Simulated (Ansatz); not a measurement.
Energies of structures of GeMo at several levels, each column relative to the first row (P2₁3, cP8, AFLOW prototype AB_cP8_198_a_a (B20, as in FeSi)), in eV/atom. Geometries are relaxed with r2SCAN (plane waves to 500 eV, PAW, scalar-relativistic; Ansatz, a first-principles code) unless a column says relaxed; all runs are Ansatz, PAW (cutoffs: PBEsol, relaxed 420 eV). Columns compare only within themselves.

```json
[
 {"structure": "P2₁3, cP8, AFLOW prototype AB_cP8_198_a_a (B20, as in FeSi)", "r2SCAN": "0.00", "PBEsol, relaxed": "0.00"},
 {"structure": "Pnma, oP8, AFLOW prototype AB_oP8_62_c_c (B31, as in MnP)", "r2SCAN": "+0.05", "PBEsol, relaxed": "+0.08"},
 {"structure": "Fm-3m, cF8, rock salt type", "r2SCAN": "+0.56", "PBEsol, relaxed": "+0.59"}
]
```

At PBEsol, relaxed the lowest of those computed is still P2₁3, cP8, AFLOW prototype AB_cP8_198_a_a (B20, as in FeSi). Against r2SCAN, PBEsol moves these energy differences by 0.03 to 0.03 eV/atom and the volumes by -2.0 % to -1.7 %.

1 run with a doubtful electronic state, a coarser numerical grid, an end not at rest or a source that can't be used is left out. Each run could gain symmetry but not lose that of its start, so entries can be saddle points. All of these are generated cells (placed on structure types, drawn at random, substituted or restacked) that were not matched to a known phase here. The real structure of this composition may not be among these, and whether this composition forms is not checked here. Energies are at zero temperature and pressure, without zero-point motion. The runs use different k-meshes, so differences are rounded accordingly. No spin polarisation in the result.
